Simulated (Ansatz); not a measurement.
The relaxed structure here is a generated cell of Y: the first start was made by placing the elements on the sites of a structure type, and the end was not matched to a known phase here, so it may be hypothetical. Known forms of Y include space group No. 194.

One starting cell of Y (a generated cell, Y placed in the AFLOW prototype A_oC8_64_f (A11, as in Ga)) was relaxed twice with Ansatz (plane waves, PAW, scalar-relativistic): with r2SCAN at 500 eV and with PBE at 420 eV. The r2SCAN result:

Y is taken in the orthorhombic space group Fmmm (No. 69), Pearson symbol oF8. Lattice parameters: a = 3.7587 Å, b = 5.7771 Å, c = 12.4656 Å, α = 90.00°, β = 90.00°, γ = 90.00°. Y on 8i is surrounded by 7 Y at 3.353–3.456 Å and 2 Y at 3.759 Å and 2 Y at 4.007 Å. (Neighbours: up to the widest gap in distance over summed covalent radii, below 1.35, at either atom.)
(The calculation used a cell of 2 atoms; values per cell refer to that cell.)

```csv
quantity,r2SCAN,PBE
space group,Fmmm,Fmmm
volume (Å³/atom),33.83,33.39
a (Å),3.759,3.701
b (Å),5.777,5.786
c (Å),12.466,12.472
"gap (eV, no spin-orbit coupling)",0.00,0.00
```

Both levels end in the same structure; PBE's volume is 1.3 % smaller. Neither column is exact.

No spin polarisation in the result.

The run could not lower the symmetry of its start; a shaken copy of this end point relaxes with r2SCAN to Fm-3m (No. 225), 0.14 eV/atom lower.

Ansatz is a program for electronic structure.
